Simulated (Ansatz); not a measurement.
**TeRh: clamped-ion strain scan**

Theory: DFT PBEsol, scalar-relativistic, plane waves, PAW (Ansatz). The runs took a 420 eV cutoff, a Γ-centred 12×12×8 mesh and Gaussian smearing (0.15 eV). No spin polarisation. Energies are free energies at this smearing, counted from the undisturbed cell; pressure is positive in compression.

Zero of the scan (as given, not relaxed at this level; it stands at -0.2 GPa, and it needn't be the usual structure):

```
Te Rh
1.0
     3.99000    0.00000    0.00000
    -1.99500    3.45544    0.00000
     0.00000    0.00000    5.66000
Te Rh
2 2
Direct
  0.33333 0.66667 0.25000
  0.66667 0.33333 0.75000
  0.00000 0.00000 0.00000
  0.00000 0.00000 0.50000
```

The cell is strained by ε times the Voigt pattern (1, 0, 0, 0, 0, 0) (xx, yy, zz, yz, xz, xy; engineering shear) with fractional coordinates fixed. The cell is metallic on the mesh throughout.

| ε | ΔE (meV/atom) |
| --- | --- |
| -0.1000 | 164.7 |
| -0.0750 | 88.7 |
| -0.0500 | 38.1 |
| -0.0250 | 9.6 |
| 0.0000 | 0.0 |
| 0.0250 | 6.5 |
| 0.0500 | 26.7 |
| 0.0750 | 58.1 |
| 0.0875 | 77.5 |
| 0.1000 | 98.9 |

Task: Predict the stress summed along the pattern (GPa, tension positive) at each point.

Result:
```csv
ε,"stress summed along the pattern (GPa, tension positive)"
-0.1000,-29.51
-0.0750,-20.59
-0.0500,-12.82
-0.0250,-6.11
0.0000,-0.36
0.0250,4.51
0.0500,8.59
0.0750,11.96
0.0875,13.40
0.1000,14.70
```